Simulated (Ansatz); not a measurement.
CdSe:
Space group F-43m (No. 216); a = 6.133 Å, b = 6.133 Å, c = 6.133 Å, α = 90.00°, β = 90.00°, γ = 90.00°

```tsv
atom	site	symmetry	x	y	z
Se	4c	-43m	0.2500	0.2500	0.2500
Cd	4a	-43m	0.0000	0.0000	0.0000
```
(The calculation used a cell of 2 atoms; values per cell refer to that cell.)

Relaxed with r²SCAN. 

Q: HSE06 on this cell (Ansatz, a quantum-chemistry and plane-wave program, PAW) gives a gap of 1.49 eV. What does r²SCAN give?

A: 1.04 eV.

Cost on shared cores: the r²SCAN run (SCF on a 8×8×8 mesh, then bands and DOS) about 40 core-seconds (a rough figure), the HSE06 run (SCF on 6×6×6, then a few points) about 2.8 core-minutes (a rough figure); the tasks are unlike.

Symmetry was held in the r²SCAN relaxation; phonons on a q-mesh show no instability. Scalar-relativistic: spin–orbit coupling is off unless named, which matters more the heavier the elements.

Potentials: the later of the program's two PAW sets.

Ansatz is a plane-wave DFT program.
